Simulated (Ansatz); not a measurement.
Ionic part of the dielectric constant of HfO$_{2}$, mode by mode

The calculation used DFT PBE, scalar-relativistic, plane waves, PAW (Ansatz 0.2.0). Settings: 420 eV plane-wave cutoff, Γ-centred 8×8×8 mesh, fixed occupations. No spin polarisation. Phonons by linear response, acoustic sum rule imposed.

Space group Fm-3m (No. 225), cubic, a = 5.098 Å. Around Hf lie 8 O at 2.21 Å; O is surrounded by 4 Hf at 2.21 Å and 6 O at 2.55 Å.

It was relaxed at this level from a cell as deposited in COD. Spin–orbit coupling is left out, which matters for heavy elements.

The primitive cell has V = 33.12 Å³ and ε∞,xx = 5.303. Each polar mode adds Δε = (4.92064×10⁷/V)·S/ν² along x, with S its oscillator strength in e²/amu, ν in cm⁻¹ and V in Å³.

Question: From these modes, find each Δε and ε0,xx.
```json
{"ν (cm⁻¹)": "216.04", "S_xx (e²/amu)": "1.132"}
```

Answer:
| ν (cm⁻¹) | Δε |
| --- | --- |
| 216.04 | 36.03 |

The sum is 36.03, so ε0,xx = 41.33; the run's tensor has 41.35.

Question: Where do the longitudinal modes lie for a wave vector along x?

Answer: At 603.27 cm⁻¹. The Lyddane–Sachs–Teller product Π(ν_LO/ν_TO)² = 7.80 agrees with ε0/ε∞ = 7.80.
